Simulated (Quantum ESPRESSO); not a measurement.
## Ge2GaN2AsO (a curve over one atom's position)

A calculation, not a measurement. The program is pw.x of Quantum ESPRESSO 7.5 (plane-wave density functional theory). The cell is made up: 7 atoms on a wurtzite lattice with one site empty, with randomly drawn elements, strain and displacements, not relaxed. PseudoDojo standard norm-conserving files (v0.5 for PBE, v0.4.1 for LDA and PBEsol) set the functional; there is no spin polarisation, spin-orbit coupling or dispersion term, and the masses in the input are unused placeholders.

Seven runs move atom 1 (Ge, counted in the order of the input) along z and keep all else fixed.

Input of the run at +0.0257:

```
&control calculation='scf', pseudo_dir='./dojo.nc.sr.pbe.v0_5.standard.upf', outdir='./o', disk_io='low', tprnfor=.true., tstress=.true. /
&system ibrav=0, nat=7, ntyp=5, nbnd=42, ecutwfc=84.00895049, nosym=.true., tot_charge=0,
 occupations='smearing', smearing='fd', degauss=0.0018374661
/
&electrons conv_thr=7.350e-09, electron_maxstep=60, /
ATOMIC_SPECIES
As 1.0 As.upf
Ga 1.0 Ga.upf
Ge 1.0 Ge.upf
N 1.0 N.upf
O 1.0 O.upf
CELL_PARAMETERS angstrom
3.364 -0.0398 -0.004
-0.069 5.8274 -0.053
-0.0066 -0.05 5.567
ATOMIC_POSITIONS angstrom
Ge 1.6238 2.9067 0.0139
Ge 1.6665 0.9302 2.7657
Ga -0.1028 3.9221 2.7741
N 0.0026 -0.0273 2.1182
As 1.6622 2.8751 2.0948
O 1.5962 0.9226 4.8758
N -0.0101 3.8447 4.8787
K_POINTS automatic
5 4 4 1 1 1
```

| shift of atom 1 along z (Å) | free energy less that of the input shown (eV) | Fx on atom 1 (eV/Å) | Fy on atom 1 (eV/Å) | Fz on atom 1 (eV/Å) | pressure (GPa) | next band up at Gamma (eV) | iterations |
| --- | --- | --- | --- | --- | --- | --- | --- |
| -0.0873 | -0.8213 | 0.203 | -0.976 | -5.428 | 9.69 | 0.990 | 13 |
| -0.0576 | -0.6467 | 0.176 | -0.899 | -6.338 | 10.00 | 0.969 | 13 |
| +0.0257 | 0.0000 | 0.091 | -0.675 | -9.292 | 11.26 | 0.873 | 13 |
| +0.0461 | 0.1979 | 0.068 | -0.618 | -10.116 | 11.67 | 0.844 | 13 |
| +0.0692 | 0.4429 | 0.041 | -0.554 | -11.104 | 12.17 | 0.809 | 13 |
| +0.1459 | 1.4336 | -0.060 | -0.332 | -14.856 | 14.29 | 0.682 | 13 |

Question: one run is left out of the table, at +0.1236. Estimate its Fz on atom 1 (eV/Å).

Answer: -13.684. The whole row:

| shift of atom 1 along z (Å) | free energy less that of the input shown (eV) | Fx on atom 1 (eV/Å) | Fy on atom 1 (eV/Å) | Fz on atom 1 (eV/Å) | pressure (GPa) | next band up at Gamma (eV) | iterations |
| --- | --- | --- | --- | --- | --- | --- | --- |
| +0.1236 | 1.1155 | -0.029 | -0.397 | -13.684 | 13.60 | 0.720 | 13 |

A cubic fit gives dFz/dz = -36.81 eV/Å² at zero shift. Across the table the free energy follows the integral of the force to within 0.2 meV. A rerun of one of the cells at 1437 eV and a 7 x 6 x 6 mesh moved values by no more than 0.021 eV in energy, 0.23 GPa in stress and 0.007 eV/Å in force. The band column is the level of band 37 at Gamma less that of band 36, whose number is half the electron count, rounded up; it comes from a band step after each run.